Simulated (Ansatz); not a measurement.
NaAu2 (cubic Laves (MgCu2 type), space group No. 227), the program Ansatz at the PBEsol level (PAW), all energies at zero smearing, with the estimated change up to a 700 eV cutoff added, with one set of potentials and settings (totals compare only within such a set). Cell of 6 atoms (2 Na, 4 Au): -54982.048 eV.

```
element                reference phase  E (eV/atom)
-------  -----------------------------  -----------
Na       P6_3/mmc, 2 atoms in the cell   -1475.8697
Au          Fm-3m, 1 atoms in the cell  -13007.0999
```

Formation energy per atom, worked out: (-54982.048 − 2×(-1475.8697) − 4×(-13007.0999))/6 = -0.318 eV/atom (-31 kJ per mol of atoms), at 0 K, without zero-point energy or fitted corrections.

Space group Fd-3m (cubic Laves (MgCu2 type)). The workflow started from an entry of the Crystallography Open Database (COD). Whether it is the stable phase at ambient conditions was not checked. The PBEsol relaxation kept the symmetry of its start; of distortions, only those at the zone centre were tested. The references are the lowest solids computed at this level, not always the standard phases. Spin–orbit coupling is left out wherever it is not named.

Potentials: the later of the program's two PAW sets.
